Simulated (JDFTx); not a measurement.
| Item | Result |
|---|---|
| surface | MgB2(0001), Mg outermost, slab composition Mg3B4 |
| bulk | MgB2, P6/mmm, lattice of mp-763 (not re-optimised) |
| slab | 7 atoms in 5 planes, 1x1, 6.9 Å between the outermost planes |
| in-plane cell | 3.063 × 3.063 Å, 8.12 Å² |
| cell height | 23.0 Å |
| sampling | 8×8×1 k mesh, Fermi smearing 0.01 Ha, no spin polarisation |

Whether this polymorph is the ambient one wasn't checked.

Level of theory: PBE, GBRV ultrasoft potentials, plane waves to 20/100 Ha; code: a modified build of JDFTx. Liquid: linear PCM (GLSSA13), water, 1 M NaF; nuclei fixed. Potentials are counted from the potential of zero charge; σ repeats to about 1 %.

```
U − U_pzc (V)  σ (μC/cm², per face)
-------------  --------------------
-0.69                      withheld
-0.49                         -8.89
-0.14                         -2.96
0.16                           4.08
0.26                           8.00
0.31                          11.22
```

Q: Fit σ = C₀x + bx² (x = U − U_pzc) to the other rows by least squares, predict the withheld value, and compare with the run.

A: The fit gives C₀ (μF/cm²) = 27.5, b (μF/cm²/V) = 19.7, with a root-mean-square miss of 0.60 μC/cm² on its own rows. It predicts -9.6 μC/cm²; the run gives -11.8 μC/cm², a miss of 2.2 μC/cm².
